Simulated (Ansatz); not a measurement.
Relaxed-ion elastic tensor of TePt (CsCl type, Pm-3m) in GPa (Voigt order), the program Ansatz at the PBEsol level (PAW); density 13.73 g/cm³, 19.51 Å³ per atom.

```
 149   148   148   0.0   0.0   0.0
 148   149   148   0.0   0.0   0.0
 148   148   149   0.0   0.0   0.0
 0.0   0.0   0.0  43.3   0.0   0.0
 0.0   0.0   0.0   0.0  43.3   0.0
 0.0   0.0   0.0   0.0   0.0  43.3
```

Is the crystal mechanically stable?

On the edge, within the error: the smallest eigenvalue of C is 0.8 GPa.

Work out the Voigt and Reuss bounds. Is their mean of use?

K_V = 149, K_R = 149; G_V = 26.1, G_R = 1.0 GPa. The bounds lie so far apart that a Hill average or a Debye temperature from it would say little.

The start of the workflow was typed in or built on a structure type; neither database checked (COD, Materials Project) lists it. COD files the formula under space group No. 166, 194. Its standing as an ambient phase is unchecked. The PBEsol relaxation kept the symmetry of its start; its stability against distortions is not shown here. The run is not spin-polarised. As this level gives no gap, shear constants depend on the k-mesh and smearing (Fermi–Dirac, 0.1 eV here). Spin–orbit coupling is left out wherever it is not named.

Potentials: the earlier of the program's two PAW sets. The files were generated under PBE; for other functionals the program regenerates the frozen cores, and for LDA and PBEsol the local potential too.
